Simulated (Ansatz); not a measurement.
Consider the following.

AlIr:
```
AlIr
1.0
    0.00000     2.49989     2.49989
    2.49989     0.00000     2.49989
    2.49989     2.49989     0.00000
Ir Al
1 1
Direct
  0.00000   0.00000   0.00000
  0.50000   0.50000   0.50000
```

This is the PBEsol-relaxed structure.

**Question.** All from the program Ansatz at the PBEsol level (PAW), unless another level is named. Predict the formation energy from the elements (no fitted shifts).

**Answer.** 0.041 eV/atom.

**Question.** Next, the density of states at the Fermi level?

**Answer.** 0.04 states/eV per atom (mean over ±0.08 eV).

Space group Fm-3m (rock salt). The start of the workflow was typed in or built on a structure type; neither database checked (COD, Materials Project) lists it. Its standing as an ambient phase is unchecked. The PBEsol relaxation kept the symmetry of its start. At this level the phase is mechanically unstable. The run is not spin-polarised. The references are the lowest solids computed at this level, not always the standard phases. Scalar-relativistic: spin–orbit coupling is off unless named, which matters more the heavier the elements.

Potentials: the later of the program's two PAW sets.
